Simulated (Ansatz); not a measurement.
ZrAg₂, one cell by several methods

```
Zr Ag
1.0
    -1.77167    1.77167    4.50492
     1.77167   -1.77167    4.50492
     1.77167    1.77167   -4.50492
Zr Ag
1 2
Direct
  0.00000 0.00000 0.00000
  0.67249 0.67249 0.00000
  0.32751 0.32751 0.00000
```

Atom numbers follow the list: Zr1, Ag2, Ag3.

Structure from Materials Project entry mp-1008601 (possibly hypothetical), not relaxed further.

Levels of theory: DFT, PBEsol, PAW with Ansatz's default frozen-core files, scalar-relativistic (Ansatz 0.2.0); DFT, PBEsol, all-electron PAW with datasets made for the crystal, scalar-relativistic (Ansatz 0.2.0); DFT, PBEsol, all-electron LAPW, scalar-relativistic (Ansatz 0.2.0).

For PAW: a Γ-centred 14×14×14 k mesh, Fermi–Dirac smearing of 0.05 eV, cutoff 420 eV, no spin polarisation; the PAW files were made with PBE, and the program remakes their frozen cores for this functional. The crystal-made all-electron datasets (AE datasets) take a cutoff of 260 eV at this cell. LAPW targets a basis error of 1 meV/atom. The Ansatz runs share mesh, smearing and spin set-up. Plane-wave (PAW) pressures include the program's estimate of the Pulay term.

Stress and pressure are positive in compression.

Spin–orbit coupling is left out, which moves gradients at and beside heavy atoms by some per cent and at worst by a factor of two.

In a metal, gradients converge slowly with the k mesh: the values move by tens of per cent from one mesh to another, at times in sign, so only the comparison on one mesh counts.

Levels count from the Fermi level.

```
                             quantity     PAW  AE datasets    LAPW
                       pressure (GPa)   -3.62        -3.64   -3.64
                      stress xx (GPa)   -3.46        -3.48   -3.47
                      stress zz (GPa)   -3.95        -3.98   -3.98
               force on Ag2, z (eV/Å)  -0.016       -0.015  -0.015
       highest filled level at Γ (eV)  -0.231       -0.231  -0.231
         lowest empty level at Γ (eV)   0.705        0.704   0.704
       highest filled level at N (eV)  -0.364       -0.363  -0.363
         lowest empty level at N (eV)   0.442        0.440   0.440
      highest filled level at S0 (eV)  -1.668       -1.668  -1.668
        lowest empty level at S0 (eV)   0.388        0.388   0.388
field gradient Vzz at Zr1 (10²¹ V/m²)    4.42         4.45       –
field gradient Vzz at Ag2 (10²¹ V/m²)    1.84         1.84       –
```

PAW's pressure differs from the LAPW value by +0.02 GPa.
